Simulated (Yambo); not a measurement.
```
AlN
1.0
    3.11313     0.00000     0.00000
   -1.55656     2.69605     0.00000
    0.00000     0.00000     4.98281
N Al
2 2
Direct
  0.66667   0.33333   0.88097
  0.33333   0.66667   0.38097
  0.66667   0.33333   0.49903
  0.33333   0.66667   0.99903
```

AlN (wurtzite, space group P6_3mc, No. 186): mean Im ε in 1 eV windows above the direct gap of 5.59 eV, for different electron-hole kernels (Yambo, broadening 0.15 eV, norm-conserving PBEsol (Quantum ESPRESSO, 84 Ry, no spin-orbit coupling) bands; 6×6×4 mesh, 5 valence and 2 conduction bands, static screening with 23 bands and a 4 Ry block, scissor 1.48 eV, Tamm-Dancoff; field along x).

```
window (eV)  independent quasiparticles  BSE
-----------  --------------------------  ---
5.6 to 6.6                          0.6  2.7
6.6 to 7.6                          2.0  7.7
7.6 to 8.6                          5.4  7.8
8.6 to 9.6                          8.4  3.0
```

This run doesn't resolve bound excitons or single peaks, so only averages are given, and they too depend on the mesh; weight that the attraction moves below the gap isn't listed. All transitions below 9.89 eV are in the band window. The scissor comes from a G0W0 run whose convergence isn't established.

Geometry relaxed with PBEsol.
